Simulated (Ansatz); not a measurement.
# LuGa2Ni with basis.ecutwfc changed

Computed with the plane-wave PAW code Ansatz (scalar-relativistic, PAW set soft_2): PBEsol, no spin polarisation, 420 eV cutoff, k-mesh 2×2×2. These are the settings of the reference run.

Cell:

```
cell
1.0
     6.5561    0.0000    0.0000
     0.0000    6.5561    0.0000
     0.0000    0.0000    6.5561
Ga Lu Ni
8 4 4
Direct
  0.7130 0.6478 0.0124
  0.9060 0.9949 0.1700
  0.0081 0.3950 0.1955
  0.2703 0.0677 0.1533
  0.3908 0.3143 0.8212
  0.3222 0.6041 0.1060
  0.8154 0.2888 0.8443
  0.4143 0.8619 0.7781
  0.0606 0.5827 0.6057
  0.5986 0.3160 0.3680
  0.5856 0.8348 0.3842
  0.0833 0.0788 0.5850
  0.6022 0.5650 0.6628
  0.0920 0.8261 0.9121
  0.7731 0.9007 0.7464
  0.5895 0.0611 0.0179
```

The reference run of this cell is solved again as a single point with these keys changed:

| key | reference run | changed run |
| --- | --- | --- |
| basis.ecutwfc | 420 | 58.8 Ry |

Problem. How does the changed run end?

Solution. 

```
                                    quantity  reference run  changed run
energy, changed less reference (meV an atom)              0         -1.7
                              pressure (GPa)            2.7          2.7
                        largest force (eV/Å)           1.13         1.13
                        gap on the mesh (eV)           0.00         0.00
```

The energy moves by 1.7 meV an atom (0.03 eV for the cell). It took 11 iterations from the trained starting density.

Caveats: the reference run: a metal with Cr, Mn, Fe, Co or Ni was run without spin, and may be magnetic; a single point, atoms not relaxed again.
